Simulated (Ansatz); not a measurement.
NbSi2 (CrSi2 type, space group P6_222)

```xyz
9
Lattice="4.7675 0.0000 0.0000 -2.3837 4.1288 0.0000 0.0000 0.0000 6.5758" Properties=species:S:1:pos:R:3 pbc="T T T"
Nb     2.3837     0.0000     0.0000
Nb     1.1919     2.0644     2.1919
Nb    -1.1919     2.0644     4.3839
Si     0.0000     1.3183     0.0000
Si     3.6258     0.6591     2.1919
Si     1.2421     3.4696     4.3839
Si     2.3837     2.8105     0.0000
Si    -1.2421     3.4696     2.1919
Si     1.1417     0.6591     4.3839
```

This relaxed cell (volume V₀) is scaled evenly in all directions, its shape held. The atoms relax within the cell's symmetry.

Calculation: PBEsol (plane waves to 420 eV, PAW, scalar-relativistic; Ansatz, an electronic-structure program). k mesh 12×12×8 (Γ-centred), Fermi-Dirac smearing 0.05 eV. Energies are smeared free energies. Compression counts positive. With the shape held, the modulus is that of even scaling; a crystal free to change shape is softer. NbSi2 is run without spin polarisation. NbSi2 was relaxed with its symmetry unable to fall. The zero of ΔE is the relaxed starting cell. The last digit holds for this mesh only.

| V (Å³/atom) | ΔE (meV/atom) |
|---|---|
| 12.944 | 101.6 |
| 13.231 | 62.6 |
| 13.519 | 33.9 |
| 13.807 | 14.6 |
| 14.094 | 3.5 |
| 14.382 | 0.0 |
| 14.669 | 3.3 |
| 14.957 | 12.6 |
| 15.245 | 27.4 |
| 15.532 | 47.1 |
| 15.820 | withheld |

Fit a third-order Birch-Murnaghan form (E₀, V₀, B₀, B₀′ free) to the given rows and predict ΔE at V = 15.820.

Least squares on the 10 given rows: ΔE = E₀ + (9V₀B₀/16)·y²·[2 + (B₀′ − 4)y], y = (V₀/V)^(2/3) − 1, with V₀ = 14.382 Å³/atom, B₀ = 187.9 GPa (160.2 GPa = 1 eV/Å³; the term in eV is multiplied by 1000), B₀′ = 4.29, E₀ = 0.03 meV/atom; root-mean-square residual 0.04 meV/atom. At 15.820 the fit gives 71.3 meV/atom; the calculation gives 71.3 meV/atom, the same to the digits shown. For the pressure the fit gives -14.6 GPa against the computed -14.6 GPa.

(Under strain, the slope of the energy per volume gives the stress and its curvature an elastic modulus.)
